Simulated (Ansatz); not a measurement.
SrHfO₃ (cubic perovskite)

Space group Pm-3m (No. 221); a = b = c = 4.106 Å, α = β = γ = 90.00°

```json
[
 {"atom": "Sr", "site": "1b", "symmetry": "m-3m", "x": "0.5000", "y": "0.5000", "z": "0.5000"},
 {"atom": "Hf", "site": "1a", "symmetry": "m-3m", "x": "0.0000", "y": "0.0000", "z": "0.0000"},
 {"atom": "O", "site": "3d", "symmetry": "4/mm.m", "x": "0.0000", "y": "0.0000", "z": "0.5000"}
]
```

This relaxed cell (volume V₀) is scaled evenly in all directions, its shape held. Symmetry pins the atoms to their sites.

Calculation: PBEsol (plane waves to 420 eV, PAW, scalar-relativistic; Ansatz, a first-principles code). k mesh 8×8×8 (Γ-centred), Fermi-Dirac smearing 0.05 eV. Stress and pressure are positive under compression. Spin-orbit coupling is left out, though Hf is heavy. SrHfO3 is run without spin polarisation. SrHfO3 was relaxed with its symmetry unable to fall. 

```
a (Å)   P (GPa)
------  -------
3.8740        ?
3.9345     28.8
3.9933        ?
4.0503      7.6
4.1058      0.0
4.1598     -6.2
4.2125    -11.1
4.2639    -15.2
4.3140        ?
```

**Question.** Fill in the missing entries.

**Answer.** 
- 3.8740, P (GPa): 43.4
- 3.9933, P (GPa): 17.1
- 4.3140, P (GPa): -18.4

(Under strain, the slope of the energy per volume gives the stress and its curvature an elastic modulus.)
